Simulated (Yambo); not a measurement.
BSE-type run in Yambo on HgO (space group P3_221, No. 154), at zero momentum.

Quantum ESPRESSO step (PBEsol, PseudoDojo standard norm-conserving files, fully relativistic):
```
&CONTROL
  calculation = 'nscf'
  pseudo_dir = './pseudo'
  outdir = './out'
/
&SYSTEM
  ibrav = 0
  nat = 6
  ntyp = 2
  ecutwfc = 84.0
  ecutrho = 336.0
  occupations = 'fixed'
  force_symmorphic = .true.
  nbnd = 162
  noncolin = .true.
  lspinorb = .true.
/
&ELECTRONS
  conv_thr = 6.000000000000001e-09
  diago_full_acc = .true.
  diago_thr_init = 1e-08
/
ATOMIC_SPECIES
O 15.9990 O.upf
Hg 200.5920 Hg.upf
CELL_PARAMETERS angstrom
  3.653743349996   0.000000000000   0.000000000000
 -1.826871674998   3.164234560005   0.000000000000
  0.000000000000   0.000000000000   8.835307379000
ATOMIC_POSITIONS crystal
O   0.448006229300   0.448006229300   0.500000000000
O   0.551993770700   0.000000000000   0.166666666667
O  -0.000000000000   0.551993770700   0.833333333333
Hg   0.768365933800   0.768365933800   0.000000000000
Hg   0.231634066200   0.000000000000   0.666666666667
Hg   0.000000000000   0.231634066200   0.333333333333
K_POINTS automatic
6 6 2 0 0 0
```

Yambo input:
```
rim_cut
optics
bse
bss
dipoles
em1s
RandQpts= 1000000
RandGvec= 1 Ry
FFTGvecs= 40 Ry
Chimod= "HARTREE"
BSKmod= "SEX"
BSEmod= "resonant"
BSSmod= "hs"
BSENGexx= 15 Ry
BSENGBlk= 3 Ry
% KfnQP_E
 1.075 | 1.0 | 1.0 |
%
% BSEQptR
 1 | 1 |
%
% BSEBands
 61 | 84 |
%
% BEnRange
 0.0 | 7.6 | eV
%
% BDmRange
 0.15 | 0.15 | eV
%
BEnSteps= 152
% BLongDir
 0.0 | 0.0 | 1.0 |
%
BSHayTrs= -0.02
BSSNEig= 48
WRbsWF
% BndsRnXs
 25 | 158 |
%
NGsBlkXs= 3 Ry
% LongDrXs
 1.0 | 1.0 | 1.0 |
%
```

From the report:

The dimension is k points × valence × conduction bands = 72 × 18 × 6 = 7776.
```
  [SLEPC] Approach                          : Krylov-Schur
  [SLEPC] Number of requested eigenvalues   :   48
  [SLEPC] Number of eigenvalues        [NEV]:   48
   [K] Dimension                                    :   7776
   [K] Bands                                        :   61   84
   [K] Exchange res                                 : yes
   [K] Correlation res                              : yes
   [K] W interaction is bare                        : no
   [K] RL vectors exchange                          :   711
   [K] RL vectors correlation                       :   57
   [W] Matrix size                                  :   57
   [W] Bands                                        :   25  158
   [W] Coulomb Cutoff                               : none
   [W] Hxc Kernel                                   : HARTREE
```

Geometry relaxed with PBE+D3(BJ).

The structure is a Materials Project entry; no match was found in the copy of COD used, and its stability was not checked.
